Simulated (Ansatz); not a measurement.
SrTiO3 (cubic perovskite, Pm-3m), a = b = c = 3.907 Å, α = β = γ = 90.00°.

Relaxed with r²SCAN.

Q: Which orbitals make up the states near the band edges in DFT-r²SCAN in the program Ansatz with PAW potentials?

A: Top 1 eV of the valence band: O 2p 96 %. Bottom 1 eV of the conduction band: Ti 3d 89 %, O 2p 9 %. Projections are on Löwdin-orthogonalised atomic valence shells; empty p or d shells of many metals are not among them.

Q: Tabulate the density of states.

A: States/eV per cell of 5 atoms, in 0.25 eV bins, energy from the valence-band maximum.

| E (eV) | total | O 2p | Ti 3d | O 2s |
|---|---|---|---|---|
| -7.88 | 0.00 | 0.00 | 0.00 | 0.00 |
| -7.63 | 0.00 | 0.00 | 0.00 | 0.00 |
| -7.38 | 0.00 | 0.00 | 0.00 | 0.00 |
| -7.13 | 0.00 | 0.00 | 0.00 | 0.00 |
| -6.88 | 0.00 | 0.00 | 0.00 | 0.00 |
| -6.63 | 0.00 | 0.00 | 0.00 | 0.00 |
| -6.38 | 0.00 | 0.00 | 0.00 | 0.00 |
| -6.13 | 0.00 | 0.00 | 0.00 | 0.00 |
| -5.88 | 0.00 | 0.00 | 0.00 | 0.00 |
| -5.63 | 0.00 | 0.00 | 0.00 | 0.00 |
| -5.38 | 0.00 | 0.00 | 0.00 | 0.00 |
| -5.13 | 0.00 | 0.00 | 0.00 | 0.00 |
| -4.88 | 0.00 | 0.00 | 0.00 | 0.00 |
| -4.63 | 0.94 | 0.69 | 0.12 | 0.00 |
| -4.38 | 4.91 | 3.46 | 1.00 | 0.01 |
| -4.13 | 4.37 | 3.06 | 1.05 | 0.02 |
| -3.88 | 3.82 | 2.75 | 0.83 | 0.02 |
| -3.63 | 4.10 | 3.06 | 0.80 | 0.03 |
| -3.38 | 4.69 | 3.61 | 0.81 | 0.03 |
| -3.13 | 5.91 | 4.79 | 0.81 | 0.03 |
| -2.88 | 7.24 | 6.09 | 0.80 | 0.02 |
| -2.63 | 2.64 | 2.11 | 0.41 | 0.02 |
| -2.38 | 2.08 | 1.70 | 0.29 | 0.01 |
| -2.13 | 1.83 | 1.55 | 0.19 | 0.02 |
| -1.88 | 3.40 | 3.01 | 0.17 | 0.04 |
| -1.63 | 2.36 | 2.13 | 0.10 | 0.02 |
| -1.38 | 4.63 | 4.26 | 0.17 | 0.03 |
| -1.13 | 5.66 | 5.24 | 0.22 | 0.04 |
| -0.88 | 6.11 | 5.73 | 0.18 | 0.03 |
| -0.63 | 3.41 | 3.27 | 0.06 | 0.01 |
| -0.38 | 2.28 | 2.22 | 0.01 | 0.00 |
| -0.13 | 1.62 | 1.60 | 0.00 | 0.00 |
| 0.12 | 0.00 | 0.00 | 0.00 | 0.00 |
| 0.37 | 0.00 | 0.00 | 0.00 | 0.00 |
| 0.62 | 0.00 | 0.00 | 0.00 | 0.00 |
| 0.87 | 0.00 | 0.00 | 0.00 | 0.00 |
| 1.12 | 0.00 | 0.00 | 0.00 | 0.00 |
| 1.37 | 0.00 | 0.00 | 0.00 | 0.00 |
| 1.62 | 0.00 | 0.00 | 0.00 | 0.00 |
| 1.87 | 0.00 | 0.00 | 0.00 | 0.00 |
| 2.12 | 0.00 | 0.00 | 0.00 | 0.00 |
| 2.37 | 0.38 | 0.01 | 0.37 | 0.00 |
| 2.62 | 1.10 | 0.06 | 1.02 | 0.00 |
| 2.87 | 1.32 | 0.12 | 1.17 | 0.00 |
| 3.12 | 1.57 | 0.19 | 1.35 | 0.00 |
| 3.37 | 1.92 | 0.28 | 1.59 | 0.00 |
| 3.62 | 2.51 | 0.41 | 2.02 | 0.00 |
| 3.87 | 3.51 | 0.64 | 2.74 | 0.00 |
| 4.12 | 6.05 | 1.19 | 4.61 | 0.00 |
| 4.37 | 3.45 | 0.66 | 2.55 | 0.00 |
| 4.62 | 2.13 | 0.40 | 1.55 | 0.02 |
| 4.87 | 1.00 | 0.07 | 0.78 | 0.10 |
| 5.12 | 0.94 | 0.06 | 0.73 | 0.11 |
| 5.37 | 1.12 | 0.11 | 0.85 | 0.12 |
| 5.62 | 1.37 | 0.15 | 1.01 | 0.15 |
| 5.87 | 1.12 | 0.16 | 0.80 | 0.11 |
| 6.12 | 0.94 | 0.15 | 0.61 | 0.08 |
| 6.37 | 1.04 | 0.16 | 0.58 | 0.07 |
| 6.62 | 1.14 | 0.18 | 0.55 | 0.07 |
| 6.87 | 1.37 | 0.23 | 0.63 | 0.07 |
| 7.12 | 1.66 | 0.28 | 0.72 | 0.08 |

The cell was relaxed with r²SCAN under the symmetry of its start. The run is not spin-polarised. Spin–orbit coupling is left out wherever it is not named.

Potentials: the later of the program's two PAW sets.
